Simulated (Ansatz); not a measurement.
# Cu3PdN: computed property card

Cu₃PdN:
```
Cu3PdN
1.0
    3.77751     0.00000     0.00000
    0.00000     3.77751     0.00000
    0.00000     0.00000     3.77751
Cu Pd N
3 1 1
Cartesian
  1.88876   0.00000   0.00000
  0.00000   1.88876   0.00000
  0.00000   0.00000   1.88876
  1.88876   1.88876   1.88876
  0.00000   0.00000   0.00000
```

Space group Pm-3m (No. 221), anti-perovskite; conventional cell a = b = c = 3.7775 Å, α = β = γ = 90.00°.

Method: plane-wave PAW LDA (Ansatz code). The cell and atoms are relaxed at this level. Other levels are named where they apply.

Cell and energy:

| Property | Value |
|---|---|
| Volume per atom | 10.78 Å³ |
| Density | 9.58 g/cm³ |
| Formation energy from the elements (no fitted shifts) | 0.009 eV/atom |

Electronic structure:

| Property | Result |
|---|---|
| Electronic character | no gap, with almost no states at the Fermi level (zero-gap or semimetallic) |
| Density of states at the Fermi level | 0.02 states/eV per atom (mean over ±0.08 eV) |

Mechanics:

| Property | Result |
|---|---|
| Bulk modulus (Birch–Murnaghan fit) | 214 GPa |
| Pressure derivative B′ | 5.0 |
| Elastic constants (relaxed ions, GPa) | C11 = 352, C12 = 145, C44 = 60.1 |
| Mechanical stability | stable (all eigenvalues of C positive) |
| Hill bulk and shear moduli | 214 and 74.9 GPa |
| Young's modulus | 201 GPa |
| Poisson's ratio | 0.34 |
| Debye temperature from the elastic constants | 423 K |

Phonons:

| Item | Value |
|---|---|
| Highest zone-centre frequency | 648 cm⁻¹ |
| Zone-centre stability | no imaginary mode at Γ |

The workflow started from a Materials Project entry (that database holds measured and hypothetical structures alike); the Crystallography Open Database copy checked does not list it. Its standing as an ambient phase is unchecked. The cell was relaxed with LDA under the symmetry of its start. No spin polarisation was allowed. A small band overlap can be real or an error of a semilocal functional. As this level gives no gap, shear constants depend on the k-mesh and smearing (Fermi–Dirac, 0.1 eV here). As this level gives no gap, phonon frequencies hold no LO–TO term and depend on the k-mesh and smearing (Fermi–Dirac, 0.1 eV here). The references are the lowest solids computed at this level, not always the standard phases (solids in place of the gases). Scalar-relativistic: spin–orbit coupling is off unless named, which matters more the heavier the elements.

Potentials: the later of the program's two PAW sets.
